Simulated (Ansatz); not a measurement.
Relaxed Bi (A7 type, space group R-3m):

```
Bi
1.0
    2.26684     1.30876     3.88461
   -2.26684     1.30876     3.88461
    0.00000    -2.61752     3.88461
Bi
2
Direct
  0.23720   0.23720   0.23720
  0.76280   0.76280   0.76280
```

Scan: atom 1 (Bi, nearest neighbour Bi at 3.091 Å; its periodic images, 4.5 Å or more away, move with it) is displaced along Cartesian [111], direction (0.577, 0.577, 0.577) in Cartesian axes, by s. The other atoms stay.

Level of theory: PBE-D3(BJ) (plane waves to 420 eV, PAW, scalar-relativistic; Ansatz, a quantum-chemistry and plane-wave program). k mesh 10×10×10 (Γ-centred), Fermi-Dirac smearing 0.05 eV. With partly filled bands, energies and forces of such displacements shift with the k mesh and the smearing. F∥ is the force on the atom along that direction. Bi was relaxed with its symmetry unable to fall. Spin-orbit coupling is left out, though Bi is heavy. The PAW data are Ansatz's earlier set. 

| s (Å) | F∥ (eV/Å) |
|---|---|
| -0.620 | 3.834 |
| -0.496 | 2.784 |
| -0.372 | 1.834 |
| -0.248 | 1.022 |
| -0.124 | 0.397 |
| 0.000 | -0.010 |
| 0.124 | -0.170 |
| 0.248 | -0.095 |
| 0.372 | -0.154 |
| 0.496 | -0.461 |
| 0.620 | -0.934 |

### Question
What is the force constant k = d²E/ds² of this move at s = 0?

### Answer
2.30 eV/Å². The forces along the line at the two nearest points give (0.397 − (-0.170)) / (2·0.124) = 2.29 eV/Å²; the next pair corrects for the finite step.

(A displaced cell: forces are minus the slopes of the energy, force constants its curvatures, and phonons follow from these.)
